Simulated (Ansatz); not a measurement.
Given:

NaF (rock salt)

```
CELL_PARAMETERS angstrom
      0.00000     4.70157     4.70157
      2.35078     0.00000     2.35078
      2.35078     2.35078     0.00000
ATOMIC_POSITIONS crystal
  F  0.00000 0.00000 0.00000
  F  0.50000 0.00000 0.00000
  Na 0.25000 0.50000 0.50000
  Na 0.75000 0.50000 0.50000
```

A phonon eigenvector at L = (0.5, 0.0, 0.0) is frozen into this cell: atom i moves by Q times the vector below, so Q is the largest atomic displacement, in Å. The cell is held. (q is in reciprocal vectors of the primitive cell; the cell shown is doubled to hold the pattern.)

| atom | x | y | z |
|---|---|---|---|
| Na3 | -0.577 | 0.577 | 0.577 |
| Na4 | 0.577 | -0.577 | -0.577 |

Atoms not listed stay in place.

Calculation: PBE (plane waves to 420 eV, PAW, scalar-relativistic; Ansatz, a program for electronic structure). k mesh 6×12×12 (Γ-centred), Fermi-Dirac smearing 0.05 eV. E stands for the smeared free energy. NaF was relaxed with its symmetry unable to fall. The relaxed volume of NaF is well above the measured one; the method has no dispersion term. ΔE is measured from the undisplaced structure.

The scan covers Q from -0.280 to 0.280 Å in 13 points.

Task: Which space group does the distorted structure have?

Result: R-3m (No. 166), lowered from Fm-3m.

Task: What is the energy change at Q = 0.280 Å?

Result: 543 meV/cell.

Task: What harmonic wavenumber does the curvature at Q = 0 give?

Result: 287 cm⁻¹.

(A displaced cell: forces are minus the slopes of the energy, force constants its curvatures, and phonons follow from these.)
